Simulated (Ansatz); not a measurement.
KBr (rock salt)

```xyz
2
Lattice="0.0000 3.3044 3.3044 3.3044 0.0000 3.3044 3.3044 3.3044 0.0000" Properties=species:S:1:pos:R:3 pbc="T T T"
K      0.0000     0.0000     0.0000
Br     3.3044     3.3044     3.3044
```

E(V) scan at fixed shape, V₀ the volume above. Symmetry pins the atoms to their sites.

These are r2SCAN (plane waves to 500 eV, PAW, scalar-relativistic; Ansatz, a first-principles code) values and carry that method's errors. k mesh 9×9×9 (Γ-centred), Fermi-Dirac smearing 0.05 eV. The energy includes the smearing's −TS. Stress and pressure are positive under compression. KBr was relaxed with its symmetry unable to fall. The zero of ΔE is the relaxed starting cell.

```json
[
 {"V (Å³/atom)": "30.309", "ΔE (meV/atom)": "64.8"},
 {"V (Å³/atom)": "31.463", "ΔE (meV/atom)": "withheld"},
 {"V (Å³/atom)": "32.618", "ΔE (meV/atom)": "20.2"},
 {"V (Å³/atom)": "33.772", "ΔE (meV/atom)": "8.4"},
 {"V (Å³/atom)": "34.927", "ΔE (meV/atom)": "2.0"},
 {"V (Å³/atom)": "36.082", "ΔE (meV/atom)": "0.0"},
 {"V (Å³/atom)": "37.236", "ΔE (meV/atom)": "1.7"},
 {"V (Å³/atom)": "38.391", "ΔE (meV/atom)": "6.5"},
 {"V (Å³/atom)": "39.546", "ΔE (meV/atom)": "13.7"},
 {"V (Å³/atom)": "40.700", "ΔE (meV/atom)": "23.1"},
 {"V (Å³/atom)": "41.855", "ΔE (meV/atom)": "34.1"}
]
```

Fit a third-order Birch-Murnaghan form (E₀, V₀, B₀, B₀′ free) to the given rows and predict ΔE at V = 31.463.

Least squares on the 10 given rows: ΔE = E₀ + (9V₀B₀/16)·y²·[2 + (B₀′ − 4)y], y = (V₀/V)^(2/3) − 1, with V₀ = 36.086 Å³/atom, B₀ = 15.89 GPa (160.2 GPa = 1 eV/Å³; the term in eV is multiplied by 1000), B₀′ = 4.94, E₀ = 0.01 meV/atom; root-mean-square residual 0.02 meV/atom. At 31.463 the fit gives 38.5 meV/atom; the calculation gives 38.5 meV/atom, the same to the digits shown. For the pressure the fit gives 3.06 GPa against the computed 3.06 GPa.

(A scan under strain: stresses follow from slopes of the energy per volume, elastic moduli from its curvatures.)
